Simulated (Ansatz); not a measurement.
**Ge2Sb2Te5 and the effect of the strain (εxy = 0.5 s)**

```xyz
9
Lattice="6.8391 -3.0660 0.0000 6.8391 3.0660 0.0000 -6.8310 0.0000 6.8476" Properties=species:S:1:pos:R:3 pbc="T T T"
Te    5.4948    0.0000    2.6461
Te    9.5385    0.0000    1.3429
Te    0.0699    0.0000    0.0441
Te   -2.7069    0.0000    5.5452
Te    1.3918    0.0000    4.0888
Sb    8.3181    0.0000    4.0255
Sb   -1.3207    0.0000    2.8579
Ge    2.6055    0.0000    1.2862
Ge    6.7274    0.0000    0.0756
```

The cell comes from a database or a generator and needn't be the stable form of this composition.

Kept alike: task single point; functional PBE; k mesh 4 × 4 × 3; occupations fermi-dirac, width 0.05 eV; no spin polarisation. Program: Ansatz, Ansatz PAW, cutoff 420 eV. The mesh is that of the run's cell of 9 atoms. No spin-orbit coupling.

| s | stress xy (GPa) | free energy over the lowest row (meV/atom) |
| --- | --- | --- |
| -0.02 | 0.29 | 0.58 |
| 0 | 0.00 | 0.00 |
| 0.02 | -0.29 | 0.58 |

Stress is positive in compression, with a Pulay correction for the finite cutoff. The cell shown is the unstrained one; x, y and z are its Cartesian axes; atoms keep their fractions. Shear stress takes the same sign, opposite to σ = Cε, so its slope is minus the stiffness.

The stress xy falls from 0.29 to -0.29 GPa between -0.02 and 0.02. The free energy is lowest at 0, and 0.58 meV an atom higher at -0.02; 0.02.
